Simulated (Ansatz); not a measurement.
Property card for MgTiNO

MgTiNO:
```
MgTiNO
1.0
    2.96544     0.00000     0.00000
    0.00000     2.96544     0.00000
    0.00000     0.00000     4.32978
Ti N Mg O
1 1 1 1
Direct
  0.00000   0.00000   0.00000
  0.50000   0.50000   0.00000
  0.50000   0.50000   0.50000
  0.00000   0.00000   0.50000
```
The run is spin-polarised; directions of the spins, atom by atom: 0 0 0 0.

Space group P4/mmm (No. 123); conventional cell a = b = 2.9654 Å, c = 4.3298 Å, α = β = γ = 90.00°.

Method: r²SCAN in the plane-wave PAW code Ansatz. The cell and atoms are relaxed at this level. Other levels are named where they apply.

**Cell and energy**

```
Property                                                       Value
-----------------------------------------------------  -------------
Volume per atom                                              9.52 Å³
Density                                                   4.46 g/cm³
Formation energy from the elements (no fitted shifts)  -2.24 eV/atom
```

**Electronic structure**

```
Quantity                                                                    Result
------------------------------------  --------------------------------------------
Electronic character                                             metallic (no gap)
Density of states at the Fermi level  0.34 states/eV per atom (mean over ±0.08 eV)
```

**Magnetism**

```
Item                       Value
--------------  ----------------
Magnetic order     ferromagnetic
Net moment      0.03 μB per atom
```

**Mechanics**

```
Item                                 Result
----------------------------------  -------
Bulk modulus (Birch–Murnaghan fit)  213 GPa
Pressure derivative B′                  4.9
```

**Charges**

```
Property                                       Result
-------------  --------------------------------------
Bader charges  Ti +1.87, N -1.97, Mg +1.74, O -1.63 e
```

The start of the workflow was typed in or built on a structure type; neither database checked (COD, Materials Project) lists it. Its standing as an ambient phase is unchecked. The cell was relaxed with r²SCAN under the symmetry of its start; whether a distortion lowers the energy is not shown. Spin order of the final state: ferromagnetic, the only order run, not a proven ground state. The cell computed holds one magnetic atom, so no antiferromagnetic order was within reach. Other orbital occupations within this spin state were not tried. No Hubbard U is applied. The compound may be a true metal, but semilocal functionals without U, or a wrong spin order, can also close a gap. The references are the lowest solids computed at this level, not always the standard phases (solids in place of the gases).

Potentials: the later of the program's two PAW sets.
